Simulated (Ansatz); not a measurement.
HfSiW in space group Pnma (No. 62; Hf on 4c, Si on 4c, W on 4c), the program Ansatz at the r²SCAN level (PAW), all energies at zero smearing, with the estimated change up to a 700 eV cutoff added, with one set of potentials and settings (totals compare only within such a set). Cell of 12 atoms (4 Hf, 4 Si, 4 W): -107092.301 eV.

```tsv
element	reference phase	E (eV/atom)
Hf	P6_3/mmc, 2 atoms in the cell	-15733.7929
Si	Fd-3m, 2 atoms in the cell	-639.0665
W	Im-3m, 1 atoms in the cell	-10398.2538
```

Formation energy per atom, worked out: (-107092.301 − 4×(-15733.7929) − 4×(-639.0665) − 4×(-10398.2538))/12 = -0.654 eV/atom (-63 kJ per mol of atoms), at 0 K, without zero-point energy or fitted corrections.

The workflow started from a Materials Project entry (that database holds measured and hypothetical structures alike); the Crystallography Open Database copy checked does not list it. Its standing as an ambient phase is unchecked. Symmetry was held in the r²SCAN relaxation; its stability against distortions is not shown here. No spin polarisation was allowed. The references are the lowest solids computed at this level, not always the standard phases. Spin–orbit coupling is left out wherever it is not named.

Potentials: the earlier of the program's two PAW sets.
